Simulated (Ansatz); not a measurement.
Relaxed BAs (zinc blende):

```
BAs
1.0
    0.00000     4.78390     4.78390
    2.39195     0.00000     2.39195
    2.39195     2.39195     0.00000
As B
2 2
Direct
  0.37500   0.75000   0.75000
  0.87500   0.75000   0.75000
  0.00000   0.00000   0.00000
  0.50000   0.00000   0.00000
```

The atoms are displaced by Q × the pattern below (from a DFPT mode at L = (0.5, 0.0, 0.0), largest move 1; Q in Å), at fixed cell. It is one choice among 2 degenerate patterns. (q is in reciprocal vectors of the primitive cell; the cell shown is doubled to hold the pattern.)

```json
[
 {"atom": "As1", "x": "0.036", "y": "-0.066", "z": "0.102"},
 {"atom": "As2", "x": "-0.036", "y": "0.066", "z": "-0.102"},
 {"atom": "B3", "x": "0.285", "y": "-0.520", "z": "0.805"},
 {"atom": "B4", "x": "-0.285", "y": "0.520", "z": "-0.805"}
]
```

All values below come from r2SCAN (plane waves to 500 eV, PAW, scalar-relativistic; Ansatz, a quantum-chemistry and plane-wave program). k mesh 6×12×12 (Γ-centred), Fermi-Dirac smearing 0.05 eV. Energies are smeared free energies. BAs was relaxed with its symmetry unable to fall. The zero of ΔE is the undisplaced structure.

```json
[
 {"Q (Å)": "-0.100", "ΔE (meV/cell)": "197.9"},
 {"Q (Å)": "-0.067", "ΔE (meV/cell)": "87.8"},
 {"Q (Å)": "-0.033", "ΔE (meV/cell)": "21.9"},
 {"Q (Å)": "0.000", "ΔE (meV/cell)": "0.0"},
 {"Q (Å)": "0.033", "ΔE (meV/cell)": "21.9"},
 {"Q (Å)": "0.067", "ΔE (meV/cell)": "87.8"},
 {"Q (Å)": "0.100", "ΔE (meV/cell)": "197.9"}
]
```

Question: Which DFPT wavenumber at L = (0.5, 0.0, 0.0) belongs to this mode?
(A) 144 cm⁻¹
(B) 669 cm⁻¹
(C) 313 cm⁻¹

Answer: B, 669 cm⁻¹. The curvature of the scan gives 669 cm⁻¹

(A displaced cell: forces are minus the slopes of the energy, force constants its curvatures, and phonons follow from these.)
